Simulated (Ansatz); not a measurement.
Si (Fd-3m) under pressure

```yaml
crystal:
  lattice:
    - [2.70098, 2.70098, 0.00000]
    - [-2.70098, 2.70098, 0.00000]
    - [0.00000, 2.70098, 2.70098]
  atoms:
    - { symbol: Si, position: [0.25000, 0.75000, 0.50000] }
    - { symbol: Si, position: [0.00000, 0.00000, 0.00000] }
```

This is the zero-pressure cell under LDA. Cell and atoms are relaxed by PAW (default files of Ansatz 0.2.0, cutoff 420 eV, stress met within about 0.05 GPa) at each pressure, in this structure whether or not another phase would take over; P is the pressure reached, less that of this cell (which was relaxed on a denser, smeared mesh). Levels come from LDA, all-electron LAPW in Ansatz 0.2.0, scalar-relativistic; k mesh 8×8×8, fixed occupations, basis error target 0.5 meV/atom. Conduction levels are in eV over the valence top (at Γ), at fixed fractional wave vectors («min» is a refined band extremum of the unstrained crystal off the named points). Zone-centre phonons come from finite displacements by PAW.

```
P (GPa)    V/V₀    min      X      L      Γ  T2g (cm⁻¹)
  -1.97  1.0217  0.481  0.618  1.400  2.525       502.5
   0.00  1.0000  0.445  0.578  1.477  2.534       513.4
   2.00  0.9804  0.410  0.540  1.549  2.542       523.6
   4.03  0.9624  0.376  0.503  1.616  2.549       533.4
   6.97  0.9388  0.329  0.451  1.706  2.558       546.7
   9.96       ?      ?      ?      ?      ?           ?
  14.96  0.8866  0.212  0.322  1.915  2.575       578.8
```

**Question.** Fit the third-order Birch-Murnaghan equation to the rows shown.

**Answer.** With f = [(V₀/V)^(2/3) − 1]/2, the normalised pressure F = P/[3f(1 + 2f)^(5/2)] is 96.0 GPa at f = -0.0071, 97.3 GPa at f = 0.0066, 97.3 GPa at f = 0.0130, 97.4 GPa at f = 0.0215, 97.6 GPa at f = 0.0418. The line F = B₀[1 + (3/2)(B′ − 4)f] gives B₀ = 96.7 GPa and B′ = 4.2.

**Question.** What are the volume deformation potentials and pressure coefficients of these levels at zero pressure?

**Answer.** 

```csv
level,dE/dlnV (eV),dE/dP = −(dE/dlnV)/B₀ (meV/GPa),mean slope up to 2.0 GPa (meV/GPa)
min,1.74,-18.0,-17.5
X,1.90,-19.6,-19.1
L,-3.61,37.4,35.8
Γ,-0.42,4.3,4.0
```

dE/dlnV is the slope of a cubic fit in ln V at V₀. The last column is read from two rows and shows how the slope bends with pressure.

**Question.** What mode Grüneisen parameters follow?

**Answer.** γ = −d ln ω/d ln V at V₀ from a quadratic fit in ln V: T2g 1.00.

**Question.** Fill the row at 9.96 GPa.

**Answer.** The fits give V/V₀ = 0.9176 and min = 0.283 eV. Computed: V/V₀ = 0.9176, min = 0.283, X = 0.401, L = 1.790, Γ = 2.565, T2g (cm⁻¹) = 559.3.

Caveats: no other phase was computed; many crystals of this kind change structure within this range, and rows or crossings beyond such a change describe a metastable lattice; the frozen-core PAW files of the relaxations were fitted under PBE, their cores solved anew for this functional; semilocal gaps are low, and the spacing of valleys can be off by tenths of an eV; levels are read at fixed fractional k, so an edge that moves off these points is missed.
